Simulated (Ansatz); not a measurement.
Ba:
```
CELL_PARAMETERS angstrom
     -2.51019     2.51019     2.51019
      2.51019    -2.51019     2.51019
      2.51019     2.51019    -2.51019
ATOMIC_POSITIONS crystal
  Ba 0.00000 0.00000 0.00000
```

Relaxed with PBE. Special points in fractions of this cell's reciprocal vectors: Γ (0.000, 0.000, 0.000); H (0.500, -0.500, 0.500); N (0.000, 0.000, 0.500); P (0.250, 0.250, 0.250).

Problem. List the band energies nearest the Fermi level at these points for the program Ansatz at the PBE level (PAW).

Solution. In eV from the Fermi level; about four levels below and three above (degenerate sets whole), none deeper than 8.9 eV; points with the same levels are listed once.

```
k        below           above
-  -----------  --------------
Γ        -2.73  1.84 1.84 1.84
H  -0.53 -0.53  4.01 4.01 4.01
N        -0.88  0.70 1.23 3.20
P            –  0.53 0.53 0.53
```

Space group Im-3m (bcc (W type)). Symmetry was held in the PBE relaxation. Spin–orbit coupling is left out wherever it is not named.

Potentials: the later of the program's two PAW sets.
